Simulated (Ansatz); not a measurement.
KTaO₃ (cubic perovskite, space group No. 221) at seven volumes, HSE06 (plane waves, PAW; program Ansatz), scaled uniformly. One row is withheld.

```tsv
V (Å³/atom)	P (GPa)
11.520	24.65
11.900	15.07
12.279	6.93
12.659	0.00
13.039	-5.89
13.419	?
13.798	-15.16
```

Question: Fit the shown pressures and predict the withheld one.

Answer: Third-order Birch–Murnaghan: P = (3/2)B₀(x^(7/2) − x^(5/2))[1 + (3/4)(B′ − 4)(x − 1)] with x = (V₀/V)^(2/3). Least squares on the six rows gives V₀ = 12.659 Å³/atom, B₀ = 212.5 GPa, B′ = 4.38. At V = 13.419, x = 0.9619 and P = -10.91 GPa. The run itself gave -10.91 GPa.

Space group Pm-3m (cubic perovskite). The cell was relaxed with HSE06 under the symmetry of its start. The run is not spin-polarised. Spin–orbit coupling is left out wherever it is not named.

Potentials: the earlier of the program's two PAW sets. The files were generated under PBE; for other functionals the program regenerates the frozen cores, and for LDA and PBEsol the local potential too.
